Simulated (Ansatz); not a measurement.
SiC:
```xyz
8
Lattice="3.0781 0.0000 0.0000 -1.5390 2.6657 0.0000 0.0000 0.0000 10.0762" Properties=species:S:1:pos:R:3 pbc="T T T"
Si     1.5390     0.8886     9.4498
Si     0.0000     1.7771     4.4117
Si     0.0000     0.0000     6.9315
Si     0.0000     0.0000     1.8934
C      1.5390     0.8886     7.5552
C      0.0000     1.7771     2.5171
C      0.0000     0.0000     5.0426
C      0.0000     0.0000     0.0045
```

Relaxed with PBEsol.

Problem. Which orbitals make up the states near the band edges in DFT-PBEsol in the program Ansatz with PAW potentials?

Solution. Top 1 eV of the valence band: C 2p 83 %, Si 3p 13 %. Bottom 1 eV of the conduction band: Si 3p 44 %, C 2s 23 %, C 2p 11 %, Si 3s 5 %, outside the projected shells 17 %. Projections are on Löwdin-orthogonalised atomic valence shells; empty p or d shells of many metals are not among them.

Problem. Tabulate the density of states.

Solution. States/eV per cell of 8 atoms, in 0.25 eV bins, energy from the valence-band maximum.

```tsv
E (eV)	total	C 2p	Si 3p	Si 3s
-7.85	2.20	1.06	0.42	0.61
-7.60	2.72	1.31	0.49	0.79
-7.35	3.15	1.50	0.52	0.93
-7.10	3.48	1.66	0.57	0.97
-6.85	2.54	1.20	0.46	0.61
-6.60	2.23	1.05	0.43	0.46
-6.35	1.85	0.87	0.38	0.32
-6.10	1.59	0.76	0.36	0.23
-5.85	1.78	0.88	0.47	0.21
-5.60	2.03	1.03	0.59	0.19
-5.35	2.26	1.19	0.67	0.20
-5.10	2.55	1.36	0.77	0.21
-4.85	2.45	1.34	0.73	0.19
-4.60	2.84	1.58	0.86	0.20
-4.35	2.92	1.64	0.88	0.20
-4.10	3.29	1.89	0.99	0.22
-3.85	3.38	1.98	1.00	0.21
-3.60	3.23	1.93	0.95	0.18
-3.35	3.52	2.15	1.06	0.16
-3.10	3.89	2.43	1.17	0.14
-2.85	4.24	2.72	1.26	0.12
-2.60	4.03	2.66	1.11	0.12
-2.35	3.60	2.42	0.95	0.10
-2.10	5.12	3.53	1.33	0.10
-1.85	5.49	3.89	1.36	0.08
-1.60	4.60	3.37	1.05	0.06
-1.35	3.90	2.95	0.80	0.04
-1.10	3.05	2.38	0.56	0.03
-0.85	2.27	1.83	0.35	0.02
-0.60	1.75	1.46	0.22	0.01
-0.35	1.27	1.10	0.12	0.00
-0.10	0.47	0.42	0.03	0.00
0.15	0.00	0.00	0.00	0.00
0.40	0.00	0.00	0.00	0.00
0.65	0.00	0.00	0.00	0.00
0.90	0.00	0.00	0.00	0.00
1.15	0.00	0.00	0.00	0.00
1.40	0.00	0.00	0.00	0.00
1.65	0.00	0.00	0.00	0.00
1.90	0.00	0.00	0.00	0.00
2.15	0.02	0.00	0.01	0.00
2.40	0.39	0.03	0.18	0.02
2.65	0.96	0.09	0.43	0.05
2.90	1.10	0.13	0.48	0.06
3.15	1.33	0.19	0.59	0.07
3.40	2.50	0.46	1.08	0.11
3.65	2.05	0.37	0.90	0.10
3.90	1.62	0.30	0.72	0.08
4.15	1.71	0.29	0.73	0.14
4.40	1.82	0.30	0.75	0.19
4.65	2.27	0.40	0.92	0.24
4.90	2.92	0.55	1.16	0.30
5.15	2.71	0.47	1.09	0.31
5.40	3.28	0.54	1.22	0.46
5.65	3.04	0.50	1.11	0.44
5.90	3.38	0.59	1.17	0.48
6.15	3.91	0.67	1.36	0.57
6.40	3.71	0.61	1.31	0.51
6.65	2.78	0.50	0.84	0.44
6.90	3.92	0.50	1.47	0.60
```

Space group P6_3mc (4H polytype). The PBEsol relaxation kept the symmetry of its start.

Potentials: the earlier of the program's two PAW sets. The files were generated under PBE; for other functionals the program regenerates the frozen cores, and for LDA and PBEsol the local potential too.
